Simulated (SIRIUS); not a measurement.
Input and output of a self-consistent single point for MgZn₃S₄ (Pm, 8 atoms in the cell; from Materials Project mp-1221971, changed as shown) (SIRIUS).

Method: LDA (PW92), PseudoDojo 0.4 standard norm-conserving LDA (tails mended) pseudopotentials (plane waves; SIRIUS).

The change in words: lattice vector c scaled by 1.01. Reference geometry (Pm):
```yaml
crystal:
  lattice:
    - [6.31228, 0.00000, 0.00000]
    - [0.00000, 3.85447, 0.00000]
    - [-0.00527, 0.00000, 6.69322]
  atoms:
    - { symbol: Mg, position: [0.50040, 0.00000, 0.66650] }
    - { symbol: Zn, position: [0.49960, 0.50000, 0.16670] }
    - { symbol: Zn, position: [0.99930, 0.50000, 0.83650] }
    - { symbol: Zn, position: [0.99870, 0.00000, 0.32980] }
    - { symbol: S, position: [0.11300, 0.00000, 0.66540] }
    - { symbol: S, position: [0.12710, 0.50000, 0.16740] }
    - { symbol: S, position: [0.63030, 0.50000, 0.84350] }
    - { symbol: S, position: [0.62770, 0.00000, 0.32410] }
```

Reference input (self-consistent single point, DFT, LDA (PW92), plane waves, PseudoDojo 0.4 standard norm-conserving LDA (tails mended) pseudopotentials): parameters.ngridk = 2 3 2; parameters.xc_functionals = [XC_LDA_X, XC_LDA_C_PW]; parameters.gk_cutoff = 9.165 1/bohr; parameters.pw_cutoff = 18.331 1/bohr; parameters.smearing = gaussian; parameters.smearing_width = 0.000367493 Ha; potentials = PseudoDojo 0.4 standard norm-conserving LDA (tails mended) pseudopotentials; parameters.electronic_structure_method = pseudopotential; parameters.num_bands = 56; parameters.num_mag_dims = 0; parameters.num_dft_iter = 100; parameters.energy_tol = 1e-07 Ha. This run's input differs from it in these lines:

```diff
@@ -34,3 +34,3 @@
       [0.0, 0.6106304119, 0.0],
-      [-0.0008347222, 0.0, 1.0603487546]
+      [-0.0008431185, 0.0, 1.0709522136]
     ],
```

The program printed (abridged):

```
[find] density tolerance         : 1e-06
[find] total energy tolerance    : 1e-07
[find] iter_solver_tol (initial) : 0.01
[find] iter_solver_tol (target)  : 1e-13
[find] num_dft_iter              : 100
Charges and magnetic moments
--------------------------------------------------------------------------------
total charge          : 94.000000
[find] | SCF iteration   0 out of 100|
[diagonalize] iterative solver tolerance (occupied, empty): 0.01 0.01
[diagonalize] average number of iterations: 4.75
[find] Charges and magnetic moments
[find] total charge          : 94.000000
[find] Energy
   [... lines left out ...]

[find] Charges and magnetic moments
[find] total charge          : 94.000000
[find] Energy
[find] smearing (-TS)                 :       0.00000000
[find] Total energy                   :    -730.55077410 (Ha),   -1461.10154820 (Ry)
[find] Free energy (E-TS)             :    -730.55077410 (Ha),   -1461.10154820 (Ry)
[find] band gap (eV)                  :       2.05070454
[find] Efermi                         :       0.27606452
[find] iteration : 15, RMS (target) : 4.6521e-07 (1.0000e-06) , energy difference (target) : 7.5033e-12 (1.0000e-07)
[find] bands are converged : true
[find] iterative solver converged : true
[find] converged after 16 SCF iterations!
[find] Charges and magnetic moments
[find] total charge          : 94.000000
[find] Energy
[find] smearing (-TS)                 :       0.00000000
[find] Total energy                   :    -730.55077410 (Ha),   -1461.10154820 (Ry)
[find] Free energy (E-TS)             :    -730.55077410 (Ha),   -1461.10154820 (Ry)
[find] band gap (eV)                  :       2.05070454
[find] Efermi                         :       0.27606452
[ground_state] === stress tensor components [kbar] ===
[ground_state] === stress_total ===
[ground_state]    39.396142    0.000000   -0.085175
[ground_state]     0.000000   30.558437    0.000000
[ground_state]    -0.085175    0.000000   49.534383
[ground_state] ==== total Forces in Ha/bohr =====
   [... lines left out ...]
[ground_state] atom:    3, force:       0.0000299      0.0000000      0.0011132
[ground_state] atom:    4, force:      -0.0030989      0.0000000     -0.0010044
[ground_state] atom:    5, force:      -0.0001761      0.0000000     -0.0013995
[ground_state] atom:    6, force:       0.0012200      0.0000000      0.0038815
[ground_state] atom:    7, force:       0.0006223      0.0000000     -0.0015067
```

The run converged in 16 iterations. SIRIUS prints the stress tensor with tension positive. Against the reference run the free energy rises by 5.5 meV/atom, the pressure goes from -3.38 to -3.98 GPa and the largest force goes from 0.163 to 0.209 eV/Å.

The structure comes from a collection of computed structures, made at another level of theory; the collection holds predicted forms beside known ones.

Cost on one core: roughly 120 core-seconds.

The gap that the log prints is read on the run's mesh, which can miss the band edges or a crossing.

“Tails mended”: in these copies of the files the far tail of each local potential was reset to the Coulomb form.
